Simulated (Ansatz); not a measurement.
Consider the following.

Relaxed AlN (wurtzite):

```xyz
8
Lattice="6.2131 0.0000 0.0000 -1.5533 2.6904 0.0000 0.0000 0.0000 4.9780" Properties=species:S:1:pos:R:3 pbc="T T T"
Al     0.0000     1.7936     4.9610
Al     3.1066     1.7936     4.9610
Al     1.5533     0.8968     2.4720
Al     4.6598     0.8968     2.4720
N      0.0000     1.7936     1.8828
N      3.1066     1.7936     1.8828
N      1.5533     0.8968     4.3718
N      4.6598     0.8968     4.3718
```

The atoms are displaced by Q × the pattern below (from a DFPT mode at M = (0.5, 0.0, 0.0), largest move 1; Q in Å), at fixed cell. (q is in reciprocal vectors of the primitive cell; the cell shown is doubled to hold the pattern.)

| atom | x | y | z |
|---|---|---|---|
| Al1 | -0.212 | -0.123 | -0.150 |
| Al2 | 0.212 | 0.123 | 0.150 |
| Al3 | 0.212 | 0.123 | -0.150 |
| Al4 | -0.212 | -0.123 | 0.150 |
| N5 | 0.859 | 0.496 | 0.123 |
| N6 | -0.859 | -0.496 | -0.123 |
| N7 | -0.859 | -0.496 | 0.123 |
| N8 | 0.859 | 0.496 | -0.123 |

Computed with r2SCAN (plane waves to 500 eV, PAW, scalar-relativistic; Ansatz, an electronic-structure program). k mesh 6×12×7 (Γ-centred), Fermi-Dirac smearing 0.05 eV. The energy includes the smearing's −TS. AlN was relaxed with its symmetry unable to fall. The PAW data are Ansatz's earlier set. ΔE is measured from the undisplaced structure.

The scan covers Q from -0.180 to 0.180 Å in 13 points.

**Question.** Which space group does the distorted structure have?

**Answer.** Pmn2_1 (No. 31), lowered from P6_3mc.

**Question.** What is the energy change at Q = 0.180 Å?

**Answer.** 2206 meV/cell.

**Question.** What harmonic wavenumber does the curvature at Q = 0 give?

**Answer.** 741 cm⁻¹.

(A displaced cell: forces are minus the slopes of the energy, force constants its curvatures, and phonons follow from these.)
